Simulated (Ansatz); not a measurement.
Polymorphs of SnGe, each relaxed with plane-wave PAW PBEsol (Ansatz code):

A: Pmma
a = 4.2997 Å, b = 4.3295 Å, c = 6.1574 Å, α = 90.00°, β = 90.00°, γ = 90.00°

```csv
atom,site,symmetry,x,y,z
Ge,2e,mm2,0.2500,0.0000,0.1091
Sn,2f,mm2,0.2500,0.5000,0.3569
```

B: Pmma
a = 4.3281 Å, b = 4.3016 Å, c = 12.3138 Å, α = 90.00°, β = 90.00°, γ = 90.00°

```csv
atom,site,symmetry,x,y,z
Ge,2e,mm2,0.2500,0.0000,0.3374
Ge,2f,mm2,0.2500,0.5000,0.4461
Sn,2e,mm2,0.7500,0.0000,0.2133
Sn,2f,mm2,0.7500,0.5000,0.0702
```

Question: Put the candidates in order of energy per atom at 0 K, lowest first, for PBEsol.

Answer: A (+0 meV/atom), B (+7 meV/atom)

Typed or built starts, not in the databases checked: A; B. All cells were relaxed under the symmetry of their starts (and spin orders); stability against distortions was not tested throughout. Scalar-relativistic: spin–orbit coupling is off unless named, which matters more the heavier the elements.

Energies hold the estimated change up to a 700 eV cutoff; steps of a few meV lie near the error of the meshes.

Potentials: the later of the program's two PAW sets.
